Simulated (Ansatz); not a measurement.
An elastic tensor (GPa, Voigt order, standard axes) from LDA (plane waves, PAW; program Ansatz):

```
 290  75.8  75.8   0.0   0.0   0.0
75.8   290  75.8   0.0   0.0   0.0
75.8  75.8   290   0.0   0.0   0.0
 0.0   0.0   0.0   156   0.0   0.0
 0.0   0.0   0.0   0.0   156   0.0
 0.0   0.0   0.0   0.0   0.0   156
```

Task: Pick the material that matches.
A) CdSe, zinc blende
B) BAs, zinc blende
C) Cr, bcc (W type)
D) BeS, zinc blende

Result: B, BAs, zinc blende

Space group F-43m (zinc blende). The LDA relaxation kept the symmetry of its start; phonons on a q-mesh show no instability.

Potentials: the later of the program's two PAW sets.
